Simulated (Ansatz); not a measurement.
SiSe₂ in space group Pa-3 (No. 205; Si on 4a, Se on 8c), PBE (plane waves, PAW; program Ansatz), all energies at zero smearing, with the estimated change up to a 700 eV cutoff added, with one set of potentials and settings (totals compare only within such a set). Cell of 12 atoms (4 Si, 8 Se): -46295.529 eV.

| element | reference phase | E (eV/atom) |
|---|---|---|
| Si | Fd-3m, 2 atoms in the cell | -635.8096 |
| Se | P3_121, 3 atoms in the cell | -5469.0798 |

Formation energy per atom, worked out: (-46295.529 − 4×(-635.8096) − 8×(-5469.0798))/12 = 0.029 eV/atom (3 kJ per mol of atoms), at 0 K, without zero-point energy or fitted corrections.

The cell is a constructed one: a structure type filled with these elements; neither database checked (COD, Materials Project) lists it. COD files the formula under space group No. 72, so this cell is another polymorph or a model. Its standing as an ambient phase is unchecked. The cell was relaxed with PBE under the symmetry of its start; whether a distortion lowers the energy is not shown. The references are the lowest solids computed at this level, not always the standard phases.

Potentials: the later of the program's two PAW sets.
